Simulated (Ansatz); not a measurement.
Relaxed-ion elastic tensor of HPbBrO in space group Pnma (No. 62; H on 4c, Pb on 4c, Br on 4c, O on 4c) in GPa (Voigt order), the program Ansatz at the LDA level (PAW); density 7.15 g/cm³, 17.65 Å³ per atom.

```tsv
	1	2	3	4	5	6
1	61.5	33.7	27.5	0.0	0.0	0.0
2	33.7	66.3	26.9	0.0	0.0	0.0
3	27.5	26.9	50.5	0.0	0.0	0.0
4	0.0	0.0	0.0	11.1	0.0	0.0
5	0.0	0.0	0.0	0.0	13.2	0.0
6	0.0	0.0	0.0	0.0	0.0	12.3
```

### Question
Is the crystal mechanically stable?

### Answer
Yes: the smallest eigenvalue of C is 11.1 GPa.

### Question
Work out the Voigt, Reuss and Hill averages.

### Answer
K_V = 39.4, K_R = 38.4, K_H = 38.9; G_V = 13.3, G_R = 13.1, G_H = 13.2 GPa.

### Question
Give Young's modulus, Poisson's ratio, Pugh's ratio and the universal anisotropy index.

### Answer
E = 9KG/(3K + G) = 35.6 GPa; ν = 0.35; K/G = 2.95 (ductile by the Pugh limit of 1.75); A_U = 5G_V/G_R + K_V/K_R − 6 = 0.12.

### Question
Estimate the sound speeds and the Debye temperature.

### Answer
v_l = √((K + 4G/3)/ρ) = 2810 m/s, v_t = √(G/ρ) = 1360 m/s, mean 1530 m/s; Θ = (h/k)(3n/4πV)^(1/3) v_m = 175 K.

### Question
Solve the Christoffel equation for the three sound speeds along x, y, z.

### Answer
Eigenvalues of C_ijkl n_j n_l equal ρv². In km/s, slowest first: x 1.31, 1.36, 2.93; y 1.25, 1.31, 3.04; z 1.25, 1.36, 2.66.

### Question
How much does each axis shrink under pressure?

### Answer
Linear compressibilities β_i = Σ_j S_ij (j = 1 to 3): x 7.2, y 6.4, z 13 per TPa.

The workflow started from a Materials Project entry (that database holds measured and hypothetical structures alike); the Crystallography Open Database copy checked does not list it. Whether it is the stable phase at ambient conditions was not checked. The LDA relaxation kept the symmetry of its start; phonons on a q-mesh show no instability. A crystal of weakly bound chains computed without a dispersion correction: the cell and the soft elastic constants depend strongly on that. Scalar-relativistic: spin–orbit coupling is off unless named, which matters more the heavier the elements.

Potentials: the later of the program's two PAW sets.
